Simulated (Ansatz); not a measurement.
Ansatz input

```yaml
crystal:
  lattice:
    - [-1.3756716208, 1.3756716208, 1.3756716208]
    - [1.3756716208, -1.3756716208, 1.3756716208]
    - [1.3756716208, 1.3756716208, -1.3756716208]
  atoms:
    - { symbol: Ni, position: [0.0, 0.0, 0.0] }
hamiltonian:
  xc: pbesol
  pseudopotentials:
    kind: paw
    azcp:
      Ni: "pseudopotentials/Ni.paw.azcp"
basis:
  ecutwfc: 420
  fft_grid_basis: typed
kpoints:
  mp_grid: { grid: [26, 26, 26], shift: [0, 0, 0] }
magnetization:
  spin_polarized: false
scf:
  occupations: { method: fermi_dirac, width: 0.1 }
output:
  write_density: true
  write_potential: true
  elf: true
  volumetric_format: npy
```

Output

```
Warning: the record states the generating functional pbe (its physics header spells it `PBE`), which answers neither for hamiltonian.xc's functional nor for the pbesol family's — results may be inconsistent (PPs are generated against a specific XC)
Engine: ansatz 0.2.0, x86_64-unknown-linux-gnu
Pseudopotentials: kind: paw
Pseudopotential: Ni, paw, valence charge 18, recommended cutoff 420 eV (normal) 
Functional definition: PBEsol
  exchange = pbesol_x
  correlation = pbesol_c
Crystal: 1 atoms, lattice volume = 10.414 Å³
Basis set: ecut = 420 eV, 201 PW (Γ)
Bands: 13, of which v1, the nominal top of the filled ones, is band 9 counted from 1 (8 counted from 0)
Symmetry: 48 space group operations
Space group: Im-3m (ITA 229), of the structure as read, at distance tolerance 2.2e-5 Å
k-points: 511 of 17576
Non-local potential: Ni, projectors of the file, l = 0: 3, l = 1: 2, l = 2: 3, l = 3: 1
PAW form: soft (Blöchl's): semilocal exchange-correlation on the pseudo side does not see the compensation charge
PAW frozen core: Ni, regenerated for the run's functional, and the local potential with it (the file was generated under x = pbe(κ = 0.804, μ = 0.2195149727645171), c = pbe(β = 0.06672455060314922))
PAW one-centre angular grid: Ni, 590 points (default); XC on 64 Gauss nodes
Initial density: superposition of atomic densities (neutral atoms: chi_scale 0, normalization atom), corrected by the library's trained network
Initial wavefunctions: pseudopotential atomic-orbital guess
Functional: x = pbesol(κ = 0.804, μ = 0.12345679012345678), c = pbesol(β = 0.046)
SCF iter   1: F=—  HF=-5804.897410 eV  |F-HF|=—  |Δ(HF+E_count)|=         —  Δρ=2.58e-2  dr2=3.61e-2  ethr=1.77e-3  ⟨swp⟩=5.1  Hψ=34890  notcnv=0
SCF iter   2: F=—  HF=-5804.889844 eV  |F-HF|=—  |Δ(HF+E_count)|=   7.57e-3  Δρ=3.59e-3  dr2=6.51e-4  ethr=2.00e-4  ⟨swp⟩=2.0  Hψ=12489  notcnv=0
SCF iter   3: F=—  HF=-5804.889886 eV  |F-HF|=—  |Δ(HF+E_count)|=   4.27e-5  Δρ=7.76e-4  dr2=2.26e-5  ethr=3.62e-6  ⟨swp⟩=2.1  Hψ=8737  notcnv=0
SCF iter   4: F=—  HF=-5804.889915 eV  |F-HF|=—  |Δ(HF+E_count)|=   2.88e-5  Δρ=5.91e-5  dr2=1.81e-7  ethr=1.26e-7  ⟨swp⟩=2.4  Hψ=11047  notcnv=0
iter 5 did not close the SCF: its close was put off for the readings that it lacked (scf_convergence_deferred on its scf_iter line)
SCF iter   5: F=-5804.889915 eV  HF=-5804.889915 eV  |F-HF|=1.22e-9  |Δ(HF+E_count)|=   3.10e-8  Δρ=7.69e-6  dr2=3.55e-9  ethr=1.01e-9  ⟨swp⟩=2.0  Hψ=9387  notcnv=0
SCF iter   6: F=-5804.889915 eV  HF=-5804.889915 eV  |F-HF|=2.00e-11  |Δ(HF+E_count)|=  3.46e-11  Δρ=7.44e-7  dr2=2.97e-11  ethr=1.97e-11  ⟨swp⟩=1.7  Hψ=16977  notcnv=0
SCF 1 converged in 6 iterations: F = -5804.889915 eV  dr2 = 2.97e-11
SCF converged after 6 iterations
Free energy (F): -5804.889915 eV
Harris-Foulkes:  -5804.889915 eV  (|F-HF|=2.00e-11)
Internal energy: -5804.824606 eV  (E = F + TS)
E sigma→0 (E₀):  -5804.857260 eV
Entropy (-TS):   -0.065310 eV (-65.310 meV/atom)
Fermi energy:    18.821119 eV
--- Per-component energies (eV) ---
  E_band       = -268.279391
  E_kinetic    = 283.518618
  E_local      = -3364.685825  (includes V_loc(G=0)·N_el)
  E_nonlocal   = 636.747683
  E_hartree    = 1404.585888
  E_xc         = -84.790721
  E_vxc        = -109.745574  (∫ρ·V_xc dr)
  E_paw        = -1594.852586  (= ΣΔE_a)
  E_vpaw       = -523.286214  (= ΣTr[D̂ρ^β])
  E_aug_tail   = 0.000557  (compensation charges beyond the density's cutoff)
  E_ewald      = -3085.545508
  E_core_change = 0.197289  (= ΣΔE_core)
  E_smearing   = -0.065310  (= −TS)
  E_closure    = 0.000000  (closes the sum)
  Σ components = -5804.889915   (vs F -5804.889915, Δ=0.00e0)
--- Band table (eV; the first three rows and the last of 511) ---
  k-point 0: bands = ["-83.9379", "-44.3241", "-44.3241", "-44.3241", "9.5348", "16.7690", "16.7690", "16.7690", "18.2209", "18.2209", "45.4641", "45.4641", "45.4641"]
  k-point 1: bands = ["-83.9372", "-44.3281", "-44.3255", "-44.3241", "9.5984", "16.7532", "16.7678", "16.7996", "18.2044", "18.2221", "44.9396", "45.3588", "45.3834"]
  k-point 2: bands = ["-83.9353", "-44.3398", "-44.3295", "-44.3240", "9.7878", "16.7069", "16.7622", "16.8903", "18.1594", "18.2259", "43.6261", "44.9994", "45.1679"]
  k-point 510: bands = ["-83.8570", "-44.5231", "-44.5231", "-44.5231", "14.5557", "14.5557", "18.9988", "18.9988", "18.9988", "28.8178", "28.8178", "28.8178", "34.9160"]
```
